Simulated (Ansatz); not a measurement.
Computed with DFT PBE, scalar-relativistic, plane waves, PAW, and for the lanthanide a 4f-in-core norm-conserving potential (Ansatz 0.2.0). Settings: cutoff 660 eV, Γ-centred meshes spaced at most about 0.3 Å⁻¹, and about 0.25 Å⁻¹ or finer for metals (2π included), Gaussian smearing. No spin polarisation in the final relaxations.

Temperature and zero-point effects are left out.

Compare these two cells of Nd2AlSe3, each relaxed at this level.

A.

Space group P4/mmm (No. 123). a = 4.993 Å, b = 4.993 Å, c = 6.722 Å, α = 90.00°, β = 90.00°, γ = 90.00°
| atom | site | symmetry | x | y | z |
| --- | --- | --- | --- | --- | --- |
| Nd | 2g | 4mm | 0.0000 | 0.0000 | 0.7488 |
| Al | 1d | 4/mmm | 0.5000 | 0.5000 | 0.5000 |
| Se | 2e | mmm. | 0.0000 | 0.5000 | 0.5000 |
| Se | 1c | 4/mmm | 0.5000 | 0.5000 | 0.0000 |

B.

Space group P-3m1 (No. 164). a = 5.261 Å, b = 5.261 Å, c = 5.970 Å, α = 90.00°, β = 90.00°, γ = 120.00°
| atom | site | symmetry | x | y | z |
| --- | --- | --- | --- | --- | --- |
| Nd | 2d | 3m. | 0.3333 | 0.6667 | 0.2924 |
| Al | 1a | -3m. | 0.0000 | 0.0000 | 0.0000 |
| Se | 2d | 3m. | 0.3333 | 0.6667 | 0.7901 |
| Se | 1b | -3m. | 0.0000 | 0.0000 | 0.5000 |

**Question.** Which would you expect to be lower, and how large is the difference?

**Answer.** B is lower, by 0.42 eV/atom. A has space group P4/mmm (No. 123), 27.9 Å³/atom and no gap on its mesh; B has Nd and Al ordered on caesium chloride sites, space group P-3m1 (No. 164), 23.9 Å³/atom and no gap. Counting Se atoms around Al and Nd (those within 1.25 times the shortest such distance or 1.15 times the sum of covalent radii, 1.27 where that leaves under three; a plus sign parts nearer from farther groups; the shortest distance is added where it exceeds 1.18 times the sum of covalent radii), A has Nd 4, Al 4 and B has Nd 8, Al 2+6 from 3.0 Å. The denser one is the lower, and pressure would at first widen the difference. In A, Nd has 4 Se at 3.01 Å, 2 Nd at 3.35–3.38 Å, 4 Al at 3.91 Å and 4 Se at 3.91 Å; around Al lie 4 Se at 2.50 Å, 2 Se at 3.36 Å and 8 Nd at 3.91 Å; Se on a site of symmetry mmm is surrounded by 2 Al at 2.50 Å and 4 Nd at 3.01 Å; 1 more site not described. In B, Nd has 5 Se at 2.97–3.08 Å, 3 Se at 3.28 Å, 3 Al at 3.50 Å and 3 Nd at 3.92 Å; Al is surrounded by 2 Se at 2.99 Å, 6 Se at 3.29 Å and 6 Nd at 3.50 Å; Se on a site of symmetry 3m has 5 Nd at 2.97–3.08 Å, 3 Al at 3.29 Å and 3 Se at 3.50 Å; 1 more site not described. Both come from invented guesses.

In P4/mmm, P-3m1 an odd number of valence electrons (the lanthanide is held trivalent, its 4f shell in the core) allows no gap without spin; another valence of the lanthanide, a larger cell or a magnetic state could open one. Cells relaxed within their symmetry can be saddle points.

The lanthanide is trivalent by construction, without f bands, f moments or other valences.
